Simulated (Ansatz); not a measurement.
Given:

Ag2PdO2:
```yaml
crystal:
  lattice:
    - [-1.50512, 2.27700, 4.96876]
    - [1.50512, -2.27700, 4.96876]
    - [1.50512, 2.27700, -4.96876]
  atoms:
    - { symbol: Pd, position: [0.00000, 0.00000, 0.00000] }
    - { symbol: O, position: [0.86080, 0.36080, 0.50000] }
    - { symbol: O, position: [0.13920, 0.63920, 0.50000] }
    - { symbol: Ag, position: [0.35765, 0.35765, 0.00000] }
    - { symbol: Ag, position: [0.64235, 0.64235, 0.00000] }
```

This is the r²SCAN-relaxed structure. Cartesian axes are those of the cell as given.

Task: All from r²SCAN (plane waves, PAW; program Ansatz), unless another level is named. Predict the formation energy from the elements (no fitted shifts).

Result: -0.30 eV/atom.

Task: And the smallest direct gap on the standard path?

Result: 1.12 eV.

Task: What about the conduction-band minimum?

Result: at Γ.

Task: Next, the valence-band maximum?

Result: at W (k = 0.250, 0.250, 0.250 in fractions of the reciprocal vectors).

Space group Immm. The workflow started from an entry of the Crystallography Open Database (COD). Whether it is the stable phase at ambient conditions was not checked. The r²SCAN relaxation kept the symmetry of its start; its stability against distortions is not shown here. The run is not spin-polarised. The references are the lowest solids computed at this level, not always the standard phases (solids in place of the gases). Spin–orbit coupling is left out wherever it is not named.

Potentials: the later of the program's two PAW sets.
